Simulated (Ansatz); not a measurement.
HfO$_{2}$:
Space group Fm-3m (No. 225); a = b = c = 5.059 Å, α = β = γ = 90.00°

```
atom  site  symmetry       x       y       z
----  ----  --------  ------  ------  ------
Hf      4a      m-3m  0.0000  0.0000  0.0000
O       8c      -43m  0.2500  0.2500  0.2500
```
(The calculation used a cell of 3 atoms; values per cell refer to that cell.)

Relaxed with r²SCAN. Plane-wave PAW r²SCAN (Ansatz code) gives a gap of 4.30 eV.

### Question
What gap does HSE06 give on the same cell (Ansatz, PAW)?

### Answer
5.41 eV, 1.11 eV more. The hybrid was solved on a coarser mesh and at special points; its gap is the smallest among all of these.

```
k  v1 r²SCAN  c1 r²SCAN  v1 HSE06  c1 HSE06
-  ---------  ---------  --------  --------
Γ      -0.65       4.42         …         …
X       0.00       4.30      0.00      5.41
L      -1.90       5.12         …         …
W      -0.22       5.30         …         …
K      -0.35       4.81         …         …
```

### Question
Top valence (v1) and lowest conduction level (c1) in eV from each method's valence maximum (which need not be a listed point): supply the withheld HSE06 values.

### Answer

- W, v1 HSE06: -0.23
- W, c1 HSE06: 6.51
- K, v1 HSE06: -0.36
- K, c1 HSE06: 5.98
- L, v1 HSE06: -2.02
- L, c1 HSE06: 6.36
- Γ, v1 HSE06: -0.68
- Γ, c1 HSE06: 5.57

Cost on shared cores: the r²SCAN run (SCF on a 9×9×9 mesh, then bands and DOS) around 18 core-seconds (rough), the HSE06 run (SCF on 7×7×7, then a few points) about 2.3 core-minutes (a rough figure); the tasks are unlike.

This is a known high-temperature phase of the composition, computed here at zero pressure and temperature. The cell was relaxed with r²SCAN under the symmetry of its start. At this level the phase is dynamically unstable (imaginary phonons). The run is not spin-polarised. Spin–orbit coupling is left out wherever it is not named.

Potentials: the earlier of the program's two PAW sets.
